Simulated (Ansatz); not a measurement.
Values for one crystal, relaxed and computed with DFT-PBEsol in the program Ansatz with PAW potentials; other levels are named.

Volume per atom: 33.75 Å³
Band gap: 1.28 eV (direct)
Electron effective mass: 0.099, 0.099, 0.13 mₑ (principal values)
Hole effective mass, band 1 of 2 at the edge: 0.82 along x, 1.9 along z (mₑ)
Elastic constants (relaxed ions, GPa): C11 = 59.7, C12 = 30.5, C13 = 26.4, C14 = -4.7, C33 = 61.0, C44 = 10.9
HSE06 gap on the PBEsol cell: 2.25 eV
Mechanical stability: stable (all eigenvalues of C positive)

### Question
Which compound is it?
(A) BaTiO3, P4mm (Ti on 1b, Ba on 1a, O on 1b, O on 2c)
(B) ZrO2, fluorite
(C) FeBiO3, R3m (Fe on 3a, Bi on 3a, O on 9b)
(D) MgCdTe2, R3m (Mg on 3a, Cd on 3a, Te on 3a, Te on 3a)

### Answer
D, MgCdTe2, R3m (Mg on 3a, Cd on 3a, Te on 3a, Te on 3a)

The workflow started from a Materials Project entry (that database holds measured and hypothetical structures alike); the Crystallography Open Database copy checked does not list it. With Mg and Cd taken as one species the cell has the higher symmetry F-43m, so it may be an ordered model of a mixed-site phase. Whether it is the stable phase at ambient conditions was not checked. The PBEsol relaxation kept the symmetry of its start; whether a distortion lowers the energy is not shown. Scalar-relativistic: spin–orbit coupling is off unless named, which matters more the heavier the elements.

Potentials: the later of the program's two PAW sets.
